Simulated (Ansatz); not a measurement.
Polymorphs of ReTe2, each relaxed with LDA (plane waves, PAW; program Ansatz):

A: R-3m
a = 3.3584 Å, b = 3.3584 Å, c = 20.8608 Å, α = 90.00°, β = 90.00°, γ = 120.00°

```tsv
atom	site	symmetry	x	y	z
Re	3a	-3m	0.0000	0.0000	0.0000
Te	6c	3m	0.0000	0.0000	0.2437
```

B: P-1
a = 6.9559 Å, b = 7.0846 Å, c = 7.2947 Å, α = 71.01°, β = 76.70°, γ = 61.08°

```json
[
 {"atom": "Re", "site": "2i", "symmetry": "1", "x": "0.0119", "y": "0.2976", "z": "0.5040"},
 {"atom": "Re", "site": "2i", "symmetry": "1", "x": "0.4232", "y": "0.3225", "z": "0.5116"},
 {"atom": "Te", "site": "2i", "symmetry": "1", "x": "0.1115", "y": "0.3583", "z": "0.8007"},
 {"atom": "Te", "site": "2i", "symmetry": "1", "x": "0.3391", "y": "0.6854", "z": "0.2385"},
 {"atom": "Te", "site": "2i", "symmetry": "1", "x": "0.3803", "y": "0.1223", "z": "0.2830"},
 {"atom": "Te", "site": "2i", "symmetry": "1", "x": "0.8333", "y": "0.1521", "z": "0.3127"}
]
```

Question: Rank these by energy per atom at 0 K (lowest first), as LDA gives it.

Answer: B (+0 meV/atom), A (+366 meV/atom)

Question: Give each one's gap.

Answer: A no gap; B 0.23 eV.

Constructed cells (a structure type filled with these elements, in neither database checked): A. Standing as an ambient phase not checked: B. Weakly bound layers, chains or molecules computed without a dispersion correction, so cells and soft constants are ill determined: A; B. All cells were relaxed under the symmetry of their starts (and spin orders); stability against distortions was not tested throughout. Rows with no word on spin ran without spin polarisation. Spin–orbit coupling is left out wherever it is not named.

Energies hold the estimated change up to a 700 eV cutoff; steps of a few meV lie near the error of the meshes.

Potentials: the later of the program's two PAW sets.
